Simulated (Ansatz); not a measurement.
SnS2:
```cif
data_S4Sn2
_chemical_formula_sum 'Sn2 S4'
_space_group_name_H-M_alt 'P 1'
_space_group_IT_number 1
_cell_length_a 3.61627
_cell_length_b 3.61627
_cell_length_c 14.07395
_cell_angle_alpha 90.000
_cell_angle_beta 90.000
_cell_angle_gamma 120.000
loop_
_space_group_symop_operation_xyz
  'x, y, z'
loop_
_atom_site_label
_atom_site_type_symbol
_atom_site_fract_x
_atom_site_fract_y
_atom_site_fract_z
_atom_site_occupancy
Sn1 Sn 0.33333 0.66667 0.25000 1
Sn2 Sn 0.66667 0.33333 0.75000 1
S1 S 0.33333 0.66667 0.63520 1
S2 S 0.66667 0.33333 0.13520 1
S3 S 0.66667 0.33333 0.36480 1
S4 S 0.33333 0.66667 0.86480 1
```

Relaxed with PBE. 

Task: HSE06 on this cell (Ansatz, a first-principles code, PAW) gives a gap of 1.33 eV. What does PBE give?

Result: 0.62 eV.

Cost on shared cores: the PBE run (SCF on a 9×9×2 mesh, then bands and DOS) roughly 60 core-seconds, the HSE06 run (SCF on 5×5×2, then a few points) about 3 core-minutes (a rough figure); the tasks are unlike.

Space group P6_3/mmc. A made-up cell: these elements were put on the sites of a structure type; neither database checked (COD, Materials Project) lists it. It is not the phase usual at ambient conditions (space group No. 164). The cell was relaxed with PBE under the symmetry of its start; its stability against distortions is not shown here. A crystal of weakly bound layers computed without a dispersion correction: the cell and the soft elastic constants depend strongly on that. Scalar-relativistic: spin–orbit coupling is off unless named, which matters more the heavier the elements.

Potentials: the later of the program's two PAW sets.

Ansatz is a plane-wave DFT program.
